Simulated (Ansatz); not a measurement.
What settings do to one calculation: Sn started on a Zn site in cubic perovskite KZnF3, 10 atoms, charge 0

Ansatz (PAW, plane waves), atoms fixed. The base input:

```yaml
crystal:
  lattice:
    - [8.104526, 0.000000, 0.000000]
    - [0.000000, 4.052263, 0.000000]
    - [0.000000, 0.000000, 4.052263]
  atoms:
    - { symbol: K, position: [0.001792, 0.007016, 0.983330] }
    - { symbol: K, position: [0.498200, 0.012120, 0.013510] }
    - { symbol: Sn, position: [0.256028, 0.522167, 0.493754] }
    - { symbol: Zn, position: [0.750269, 0.501707, 0.516428] }
    - { symbol: F, position: [0.246997, 0.493450, 0.019261] }
    - { symbol: F, position: [0.753551, 0.504946, 0.007865] }
    - { symbol: F, position: [0.996143, 0.512673, 0.503050] }
    - { symbol: F, position: [0.496136, 0.480515, 0.513869] }
    - { symbol: F, position: [0.253706, 0.019976, 0.488686] }
    - { symbol: F, position: [0.753977, 0.011668, 0.491863] }
kpoints:
  mp_grid: { grid: [2, 2, 2], shift: [0.5, 0.5, 0.5] }
hamiltonian:
  xc: pbesol
scf:
  occupations: { method: fermi_dirac, width: 0.01 }
output:
  forces: true
  eigenvalues: true
  stress: true
  populations: true
```

Command:

```sh
ansatz run in.yaml --threads 8 --pin off --max-ram 118750MiB --runs-dir r --events-out ev --progress --plain --backend cuda --devices 0,
```

It converged in 9 iterations and 2.1 s of wall time on one NVIDIA GB300 with 8 processor threads, on a host shared with other runs; peak host memory 1.6 GiB; largest force component 4.58 eV/Å, pressure 23.92 GPa. The cutoff was the default, 420 eV. The base isn't a converged reference: it has few k points, and its atoms are unrelaxed. Each run below changes the keys shown and caps the iterations.

```
run                                                         changed     ending  iterations  free energy less the base (meV per atom)  rms change of forces (eV/Å)  change of pressure (GPa)  wall time (s, shared host)
  1               xc_grid 3 (2 is the default), xc pbe, max_iter 70  converged           9                                other zero                        0.078                      4.93                     2.3 GPU
  2       accuracy low, xc r2scan, dispersion d3bjatm, max_iter 100  converged           8                                other zero                        0.150                      0.06                     1.8 GPU
  3  dispersion d4, max_iter 90, k points a 2×2×1 mesh centred on Γ  converged          10                                other zero                        0.460                     -3.14                     1.7 GPU
  4                     dr2_threshold 1e-09, xc r2scan, max_iter 50  converged          10                                other zero                        0.150                      0.82                     2.3 GPU
  5                                    dispersion d3bj, max_iter 60  converged           9                                other zero                        0.001                     -2.00                     1.5 GPU
  6                          xc rpbe, mixing beta 0.01, max_iter 50  converged          11                                other zero                        0.121                      9.39                     1.6 GPU
  7                            initial_magnetization 2, max_iter 70  converged          14                                       0.0                        0.000                      0.00                     1.8 GPU
  8                       xc_grid 3 (2 is the default), max_iter 50  converged           9                                       0.0                        0.000                      0.00                     2.2 GPU
  9                   ecutwfc 240 eV, n_extra_bands 1, max_iter 100  converged          10                                    2393.4                        0.486                     -1.86                     1.5 GPU
 10     accuracy low (cutoff and grids as in the base), max_iter 60  converged           9                                       0.0                        0.000                      0.00                     1.5 GPU
```

«Other zero»: another functional, charge or dispersion term moves the zero of energy, so the difference says nothing of accuracy.

Task: Which changes leave the result alone, and which of the same physical model moves the forces most?

Result: The forces move by under 0.002 eV/Å in runs 7, 8, 10. Run 9 (ecutwfc 240 eV, n_extra_bands 1, max_iter 100) moves them most among the runs with the same functional, charge and dispersion term, by 0.486 eV/Å.
